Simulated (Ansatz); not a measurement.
Input and command of a calculation in Ansatz (plane waves; scalar-relativistic PAW potentials unless the input names others):

```yaml
crystal:
  lattice:
    - [3.5245063075, 0.0, 0.0]
    - [-1.7622531537, 3.0523119981, 0.0]
    - [0.0, 0.0, 26.1943683738]
  atoms:
    - { symbol: Gd, position: [0.3333333333, 0.6666666667, 0.3244972308], spin: 7.69 }
    - { symbol: "N", position: [0.6666666667, 0.3333333334, 0.3794278805], spin: -0.12 }
    - { symbol: Gd, position: [0.0, 0.0, 0.4343585303], spin: 7.46 }
    - { symbol: "N", position: [0.3333333333, 0.6666666667, 0.479210609], spin: -0.27 }
    - { symbol: Gd, position: [0.6666666667, 0.3333333334, 0.5458252803], spin: 7.25 }
    - { symbol: "N", position: [0.0, 0.0, 0.5753317197], spin: -0.7 }
    - { symbol: H, position: [0.0, 0.5, 0.6111628233], spin: 1.0 }
basis:
  ecutwfc: 420
kpoints:
  mp_grid: { grid: [9, 9, 1] }
hamiltonian:
  xc: pbe
  hubbard: { sites: [{ species: Gd, l: f, u_eff: 40.0 }] }
scf:
  occupations: { method: gaussian, width: 0.1 }
  lower_state_search: "off"
  max_iter: 50
output:
  forces: true
  eigenvalues: true
magnetization:
  spin_polarized: true
efield:
  axis: 3
  dipole_correction: true
  ramp_width: 0.04
```

```bash
ansatz run input.yaml --threads 4 --pin off --max-ram 10240MiB --backend cpu --events-out ev --progress --plain --runs-dir out
```

Abridged log:
```
Basis set: ecut = 420 eV, 5469 PW (Γ), exchange–correlation on 48×48×360 points (8 copies of the dense FFT grid, shifted against one another)
Bands: 57, of which v1, the nominal top of the filled ones, is band 35 counted from 1 (34 counted from 0)
Symmetry: 2 space group operations
k-points: 25 of 81 (time reversal used)
SCF iter   1: F=—  HF=-29170.755805 eV  |F-HF|=—  |Δ(HF+E_count)|=         —  Δρ=1.77e-1 (↑1.49e-1 ↓1.77e-1)  dr2=1.08e2  dr2_m=6.15e1  M=22.000 μB ∫|m|=22.896 μB  β_m=0.30  ethr=3.10e-3  p=0.000 e·Å  D=2.23e-7 V/Å  ΔV_dip= 0.00 eV  dr2_dipole=2.57e1  V_vac-E_F(+/−)=8.58/8.58 eV  ⟨swp⟩=14.9  Hψ=18796  notcnv=0  defer=6
efield: sawtooth ramp at fractional position 0.9478 (placed from the atoms, in the widest stretch of the axis that holds none; the zero of the levels goes with the place), width 0.0400; the density the first Hamiltonian is built on has a dipole p = 0.000 e·Å; the dipole correction subtracts the counter field D = 2.23e-7 V/Å, which shifts the + side's vacuum level by  0.00 eV against the − side's; the planar-averaged density in the ramp window peaks in size at 8.1e-7 e/Å³
spin=Collinear: Resta preconditioning applied to the charge; magnetization (m = ρ↑ − ρ↓) channel mixes plain (no charge-response kernel on spin).
SCF iter   2: F=—  HF=-29346.030616 eV  |F-HF|=—  |Δ(HF+E_count)|=    1.75e2  Δρ=1.72e-1 (↑1.58e-1 ↓1.72e-1)  dr2=5.67e3  dr2_m=3.22e1  M=22.800 μB ∫|m|=23.049 μB  β_m=0.30  ethr=3.10e-3  p=-1.796 e·Å  D=-1.15e0 V/Å  ΔV_dip=30.21 eV  dr2_dipole=3.93e3  V_vac-E_F(+/−)=24.50/-5.71 eV  ⟨swp⟩=27.3  Hψ=52987  notcnv=0  defer=564  κ⁻¹=1.0e0(r=1)
SCF iter   3: F=—  HF=-29166.095433 eV  |F-HF|=—  |Δ(HF+E_count)|=    1.80e2  Δρ=8.73e-2 (↑7.28e-2 ↓8.73e-2)  dr2=2.09e1  dr2_m=1.61e1  M=22.000 μB ∫|m|=22.984 μB  β_m=0.30  ethr=3.10e-3  p=0.340 e·Å  D=2.19e-1 V/Å  ΔV_dip=-5.73 eV  dr2_dipole=7.85e0  V_vac-E_F(+/−)=6.45/12.16 eV  ⟨swp⟩=14.8  Hψ=27001  notcnv=0  defer=345  κ⁻¹=6.9e-4(r=2)
SCF iter   4: F=—  HF=-29166.226365 eV  |F-HF|=—  |Δ(HF+E_count)|=   1.31e-1  Δρ=6.15e-2 (↑5.34e-2 ↓6.15e-2)  dr2=1.75e1  dr2_m=8.16e0  M=22.000 μB ∫|m|=22.853 μB  β_m=0.30  ethr=3.10e-3  p=0.451 e·Å  D=2.90e-1 V/Å  ΔV_dip=-7.59 eV  dr2_dipole=1.04e1  V_vac-E_F(+/−)=5.37/12.93 eV  ⟨swp⟩=9.1  Hψ=9622  notcnv=0  defer=321  κ⁻¹=2.5e-4(r=3)
SCF iter   5: F=—  HF=-29166.646548 eV  |F-HF|=—  |Δ(HF+E_count)|=   4.20e-1  Δρ=4.41e-2 (↑3.76e-2 ↓4.41e-2)  dr2=3.84e0  dr2_m=4.14e0  M=21.998 μB ∫|m|=22.974 μB  β_m=0.30  ethr=3.10e-3  p=0.425 e·Å  D=2.73e-1 V/Å  ΔV_dip=-7.15 eV  dr2_dipole=1.09e0  V_vac-E_F(+/−)=6.34/13.46 eV  ⟨swp⟩=8.4  Hψ=7601  notcnv=0  defer=313  κ⁻¹=3.4e-5(r=4)
SCF iter   6: F=—  HF=-29166.616106 eV  |F-HF|=—  |Δ(HF+E_count)|=   3.04e-2  Δρ=3.15e-2 (↑2.68e-2 ↓3.15e-2)  dr2=1.77e0  dr2_m=2.09e0  M=21.992 μB ∫|m|=22.956 μB  β_m=0.30  ethr=3.10e-3  p=0.366 e·Å  D=2.35e-1 V/Å  ΔV_dip=-6.15 eV  dr2_dipole=5.97e-1  V_vac-E_F(+/−)=6.09/12.21 eV  ⟨swp⟩=6.3  Hψ=6787  notcnv=0  defer=283  κ⁻¹=3.9e-6(r=5)
SCF iter   7: F=—  HF=-29166.466017 eV  |F-HF|=—  |Δ(HF+E_count)|=   1.50e-1  Δρ=2.23e-2 (↑1.90e-2 ↓2.23e-2)  dr2=6.97e-1  dr2_m=1.06e0  M=21.958 μB ∫|m|=22.945 μB  β_m=1.20  ethr=2.53e-3  p=0.219 e·Å  D=1.41e-1 V/Å  ΔV_dip=-3.68 eV  dr2_dipole=2.46e-1  V_vac-E_F(+/−)=5.86/9.51 eV  ⟨swp⟩=7.2  Hψ=7824  notcnv=0  defer=310
Mixer restart at iter 7: flushing history
spin-set hold released at iteration 7 (site moments contracting): the magnetisation degrees of freedom join the quasi-Newton model from the next iteration; the mixer history was flushed
SCF iter   8: F=—  HF=-29166.842456 eV  |F-HF|=—  |Δ(HF+E_count)|=   3.76e-1  Δρ=1.35e-2 (↑1.35e-2 ↓9.91e-3)  dr2=2.69e1  dr2_m=3.76e-2  M=21.979 μB ∫|m|=23.188 μB  β_m=1.20  ethr=9.96e-4  p=-0.007 e·Å  D=-4.64e-3 V/Å  ΔV_dip=0.12 eV  dr2_dipole=9.59e0  V_vac-E_F(+/−)=6.42/6.28 eV  ⟨swp⟩=9.6  Hψ=12771  notcnv=0  defer=366  κ⁻¹=1.0e0(r=1)
   ...
SCF iter  16: F=—  HF=-29166.535140 eV  |F-HF|=—  |Δ(HF+E_count)|=   3.16e-5  Δρ=7.36e-5 (↑7.36e-5 ↓6.81e-5)  dr2=4.63e-5  dr2_m=6.08e-7  M=21.990 μB ∫|m|=22.808 μB  β_m=1.20  ethr=3.88e-7  p=-0.105 e·Å  D=-6.75e-2 V/Å  ΔV_dip=1.77 eV  dr2_dipole=5.06e-6  V_vac-E_F(+/−)=5.34/3.57 eV  ⟨swp⟩=3.6  Hψ=4703  notcnv=0  defer=249  κ⁻¹=3.7e-7(r=8)
SCF iter  17: F=—  HF=-29166.535227 eV  |F-HF|=—  |Δ(HF+E_count)|=   8.69e-5  Δρ=2.92e-5 (↑2.30e-5 ↓2.92e-5)  dr2=1.34e-5  dr2_m=2.89e-7  M=21.990 μB ∫|m|=22.805 μB  β_m=1.20  ethr=6.61e-8  p=-0.105 e·Å  D=-6.75e-2 V/Å  ΔV_dip=1.77 eV  dr2_dipole=1.27e-8  V_vac-E_F(+/−)=5.33/3.57 eV  ⟨swp⟩=3.7  Hψ=5347  notcnv=0  defer=254  κ⁻¹=1.5e-5(r=8)
SCF iter  18: F=—  HF=-29166.535231 eV  |F-HF|=—  |Δ(HF+E_count)|=   4.36e-6  Δρ=9.46e-6 (↑9.46e-6 ↓8.67e-6)  dr2=1.06e-6  dr2_m=6.67e-8  M=21.990 μB ∫|m|=22.804 μB  β_m=1.20  ethr=1.92e-8  p=-0.105 e·Å  D=-6.74e-2 V/Å  ΔV_dip=1.76 eV  dr2_dipole=1.93e-7  V_vac-E_F(+/−)=5.33/3.57 eV  ⟨swp⟩=3.2  Hψ=4503  notcnv=0  defer=254  κ⁻¹=5.7e-6(r=8)
SCF iter  19: F=—  HF=-29166.535231 eV  |F-HF|=—  |Δ(HF+E_count)|=   1.53e-7  Δρ=6.58e-6 (↑6.58e-6 ↓6.29e-6)  dr2=4.00e-7  dr2_m=1.07e-8  M=21.990 μB ∫|m|=22.804 μB  β_m=1.20  ethr=1.52e-9  p=-0.105 e·Å  D=-6.73e-2 V/Å  ΔV_dip=1.76 eV  dr2_dipole=3.06e-10  V_vac-E_F(+/−)=5.33/3.57 eV  ⟨swp⟩=3.2  Hψ=4640  notcnv=0  defer=253  κ⁻¹=2.0e-6(r=8)
SCF iter  20: F=-29166.535232 eV  HF=-29166.535232 eV  |F-HF|=7.79e-8  |Δ(HF+E_count)|=   4.38e-7  Δρ=3.15e-6 (↑2.89e-6 ↓3.15e-6)  dr2=6.83e-8  dr2_m=1.72e-9  M=21.990 μB ∫|m|=22.804 μB  β_m=1.20  ethr=1.43e-10  p=-0.105 e·Å  D=-6.73e-2 V/Å  ΔV_dip=1.76 eV  dr2_dipole=6.37e-11  V_vac-E_F(+/−)=5.33/3.57 eV  ⟨swp⟩=26.9  Hψ=34473  notcnv=0  κ⁻¹=9.6e-7(r=8)
SCF iter  21: F=-29166.535232 eV  HF=-29166.535232 eV  |F-HF|=7.00e-9  |Δ(HF+E_count)|=   8.12e-8  Δρ=1.53e-6 (↑1.40e-6 ↓1.53e-6)  dr2=1.80e-8  dr2_m=8.30e-10  M=21.990 μB ∫|m|=22.804 μB  β_m=1.00  ethr=9.76e-11  p=-0.105 e·Å  D=-6.72e-2 V/Å  ΔV_dip=1.76 eV  dr2_dipole=2.47e-9  V_vac-E_F(+/−)=5.33/3.57 eV  ⟨swp⟩=7.5  Hψ=13460  notcnv=0
Mixer restart at iter 21: flushing history
SCF iter  22: F=-29166.535229 eV  HF=-29166.535232 eV  |F-HF|=2.90e-6  |Δ(HF+E_count)|=   1.52e-7  Δρ=4.78e-6 (↑4.78e-6 ↓2.26e-6)  dr2=2.16e-6  dr2_m=5.17e-9  M=21.990 μB ∫|m|=22.804 μB  β_m=1.00  ethr=2.58e-11  p=-0.105 e·Å  D=-6.73e-2 V/Å  ΔV_dip=1.76 eV  dr2_dipole=8.01e-7  V_vac-E_F(+/−)=5.33/3.57 eV  ⟨swp⟩=3.5  Hψ=4577  notcnv=0  κ⁻¹=1.0e0(r=1)
SCF iter  23: F=-29166.535232 eV  HF=-29166.535232 eV  |F-HF|=6.78e-8  |Δ(HF+E_count)|=   1.28e-7  Δρ=1.04e-6 (↑1.04e-6 ↓4.85e-7)  dr2=5.67e-8  dr2_m=5.65e-10  M=21.990 μB ∫|m|=22.804 μB  ethr=2.58e-11  p=-0.105 e·Å  D=-6.73e-2 V/Å  ΔV_dip=1.76 eV  dr2_dipole=1.43e-8  V_vac-E_F(+/−)=5.33/3.57 eV  ⟨swp⟩=5.6  Hψ=13593  notcnv=0
SCF 1 converged in 23 iterations: F = -29166.535232 eV  dr2 = 5.67e-8
this state was not tested for a lower state beside it, because the mixer in use, unlike msr1, does not test its closes by its own steps (another_mixer; see scf.mixing.algorithm and scf.lower_state_search)
SCF converged after 23 iterations
an eigenvalue changed by more than its tolerance at an iteration that met the thresholds in force, so the SCF went on 2 times, its first undamped step at iteration 21: the last check found none over its tolerance
Magnetization: 21.9902 μB (45.9951 up, 24.0049 down)
Absolute magnetization: 22.8042 μB (∫|ρ↑−ρ↓|, with the PAW one-centre terms)
Spin contamination: 0.0958 ħ² per cell (⟨S²⟩ above its minimum at these occupations)
Per-site moments (μB) at R_I (Å): [(7.12815665, 1.02803345), (-0.13405658, 1.02803345), (6.91169301, 0.96924674), (-0.16754564, 0.96924674), (6.71016236, 0.82131305), (-0.08417202, 0.82360205), (0.01246372, 0.82131305)]
Free energy (F): -29166.535232 eV
Harris-Foulkes:  -29166.535232 eV  (|F-HF|=6.78e-8)
Internal energy: -29166.528432 eV  (E = F + TS)
E sigma→0 (E₀):  -29166.531832 eV
Entropy (-TS):   -0.006799 eV (-0.971 meV/atom)
Fermi energy:    2.000118 eV
Dipole field:    D = -0.067387 V/Å  (p = -0.104943 e·Å, saw-weighted, corrected)
Work function:   Φ+ = 5.3338 eV   Φ− = 3.5687 eV
Levels:          The Fermi level and band energies are counted from a zero that moves with the ramp; work functions are not
--- Forces (eV/Å), atoms counted from 1 ---
  atom   1  Gd     0.00569561     0.00328836     1.29561825
  atom   2  N     -0.01354577    -0.00782065    -2.89087685
  atom   3  Gd     0.03721301     0.02148494     1.06647022
  atom   4  N     -0.10433645    -0.06023868     0.26698163
  atom   5  Gd    -0.38302357    -0.22113876    -3.16850281
  atom   6  N     -0.48477076    -0.27988253     3.26577272
  atom   7  H      0.94277631     0.54431216     0.16468207
Occupation matrices written to <dir>
```

Question: Find the fault.

Answer: The fault is an enormous or negative U (hamiltonian.hubbard: left out → {"sites": [{"species": "Gd", "l": "f", "u_eff": 40.0}]}). The run converged all the same, with an energy at zero smearing 234 meV/atom above the reference's (the Hamiltonian itself differs), largest force 3.313 eV/Å, gap on the mesh 0.03 eV, so convergence alone doesn't show that an input is right. A reference run of the same geometry without this change converged with largest force 2.677 eV/Å, no gap on the mesh.

Spin-orbit coupling is left out, which matters for the bands of heavy elements. 

The run took 110 s on 4 threads of Intel(R) Xeon(R) Processor @ 2.70GHz, with other jobs on the host, peak memory 1.2 GiB.
